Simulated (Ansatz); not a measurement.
PbTe (rock salt), conventional cell a = b = c = 6.5347 Å, α = β = γ = 90.00°. The calculation uses the primitive cell of 2 atoms, to which meshes and values per cell refer.

The volume is varied about the relaxed value V₀ at fixed cell shape. Symmetry pins the atoms to their sites.

All values below come from r2SCAN (plane waves to 500 eV, PAW, scalar-relativistic; Ansatz, an electronic-structure program). k mesh 9×9×9 (Γ-centred), Fermi-Dirac smearing 0.05 eV. The energy includes the smearing's −TS. Stress and pressure are positive under compression. PbTe was relaxed with its symmetry unable to fall. Spin-orbit coupling is left out, though Pb and Te are heavy. The zero of ΔE is the relaxed starting cell.

Task: Give the computed ΔE (eV/atom) and P (GPa) at V/V₀ = 0.840, 0.872, 0.904, 0.968, 1.032, 1.064.

Result: 
```tsv
V/V₀	ΔE (eV/atom)	P (GPa)
0.840	0.1607	10.8
0.872	0.0961	7.8
0.904	0.0506	5.3
0.968	0.0050	1.5
1.032	0.0045	-1.2
1.064	0.0168	-2.3
```

(A scan under strain: stresses follow from slopes of the energy per volume, elastic moduli from its curvatures.)
